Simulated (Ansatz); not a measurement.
Guessed and relaxed cells of TiMnC4N4

Recipe of this trial structure of TiMnC4N4: two interpenetrating cyanide-bridged diamond nets (P-43m, No. 215). Its size is a rough estimate.

start:

Space group P-43m (No. 215). a = 5.933 Å, b = 5.933 Å, c = 5.933 Å, α = 90.00°, β = 90.00°, γ = 90.00°
```csv
atom,site,symmetry,x,y,z
Ti,1b,-43m,0.5000,0.5000,0.5000
Mn,1a,-43m,0.0000,0.0000,0.0000
C,4e,.3m,0.1886,0.1886,0.1886
N,4e,.3m,0.3025,0.3025,0.3025
```

Level of theory: Ansatz 0.2.0, DFT PBE, scalar-relativistic, plane waves, PAW. Cutoff 420 eV, Gaussian smearing, Γ-centred meshes. Cell and atoms relax first on a coarse mesh and then on a converged one. In between, the cell is made exact in the group found at 0.06 Å. The steps can't lower the symmetry of their start. Collinear spin, starting moments Ti -1.0; Mn -4.0 μB.

end:

Space group P-43m (No. 215). a = 5.868 Å, b = 5.868 Å, c = 5.868 Å, α = 90.00°, β = 90.00°, γ = 90.00°
```json
{"atom": "Ti", "site": "1b", "symmetry": "-43m", "x": "0.5000", "y": "0.5000", "z": "0.5000"}
{"atom": "Mn", "site": "1a", "symmetry": "-43m", "x": "0.0000", "y": "0.0000", "z": "0.0000"}
{"atom": "C", "site": "4e", "symmetry": ".3m", "x": "0.1905", "y": "0.1905", "z": "0.1905"}
{"atom": "N", "site": "4e", "symmetry": ".3m", "x": "0.3077", "y": "0.3077", "z": "0.3077"}
```

The symmetry stays P-43m (No. 215). The volume per atom shrinks by 3.2 %, from 20.9 to 20.2 Å³. The shortest distance goes from 1.17 Å (C–N) to 1.19 Å (C–N).

- Volume per atom: 20.21 Å³
- Density: 1.70 g/cm³
- Formation energy: +0.142 eV/atom
- Gap on the 6×6×6 mesh of the 10-atom cell: 0.10 eV
- Net moment per atom: 0.30 μB
- Moment by site: Ti 0.4; Mn -2.5 μB

The zero of energy is the elements' standard structures at the same level (N₂ as a molecule); no fitted shifts are applied. It can't be a ground state, since the elements alone are lower.

The last run used collinear spin and Gaussian smearing of 0.01 eV. Kohn–Sham gaps at this level usually fall short of measured ones. The reference form of C is held partly by dispersion forces, which this level lacks. Another magnetic order may lie lower. Small gaps are read on the mesh alone, and bands can cross between its points. A structure relaxed within its symmetry needn't be a true minimum. In all, the 3 runs took 4.9 min on 1 thread of Intel(R) Xeon(R) Platinum 8488C (Sapphire Rapids), with other jobs on the host. Site moments count only spheres around the atoms; the net moment includes the space between them.
